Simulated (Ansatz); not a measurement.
Ga:
```
Ga
1.0
    3.81048    -2.30747     0.00000
    3.81048     2.30747     0.00000
    0.00000     0.00000     4.55473
Ga
4
Direct
  0.99484   0.33099   0.25000
  0.00516   0.66901   0.75000
  0.33099   0.99484   0.75000
  0.66901   0.00516   0.25000
```

Relaxed with r²SCAN. Special points in fractions of this cell's reciprocal vectors: Γ (0.000, 0.000, 0.000); Y (0.500, 0.500, 0.000); F0 (0.342, 0.658, 0.000); Δ0 (-0.342, 0.342, 0.000); Z (0.000, 0.000, 0.500); B0 (-0.342, 0.342, 0.500); G0 (0.342, 0.658, 0.500); T (0.500, 0.500, 0.500); S (0.000, 0.500, 0.000); R (0.000, 0.500, 0.500).

**Question.** List the band energies nearest the Fermi level at these points for the program Ansatz at the r²SCAN level (PAW).

**Answer.** In eV from the Fermi level; about four levels below and three above (degenerate sets whole), none deeper than 8.9 eV; points with the same levels are listed once.

| k | below | above |
|---|---|---|
| Γ | -3.53 -2.43 -2.06 -1.07 | 1.19 1.25 2.85 |
| Y | -4.40 -2.85 -1.95 -1.78 | 0.35 1.26 3.64 |
| F0 | -1.13 -1.11 -0.59 -0.20 | 0.23 3.38 3.47 |
| Z | -0.70 -0.70 | 0.01 0.01 0.04 0.04 |
| B0 | -6.63 -6.63 -3.36 -3.36 | 4.35 4.35 5.73 5.73 |
| T | -5.77 -5.77 -2.19 -2.19 | 0.39 0.39 7.31 7.31 |
| S | -1.43 -0.36 -0.36 -0.02 | 3.86 4.73 6.24 |
| R | -6.38 -6.38 -1.55 -1.55 | 1.18 1.18 7.15 7.15 |

Space group Cmcm. The workflow started from a Materials Project entry (that database holds measured and hypothetical structures alike); the Crystallography Open Database files this formula in space group No. 63, but the cells were not matched. It is not the phase usual at ambient conditions (space group No. 64). The r²SCAN relaxation kept the symmetry of its start; of distortions, only those at the zone centre were tested. Spin–orbit coupling is left out wherever it is not named.

Potentials: the later of the program's two PAW sets.
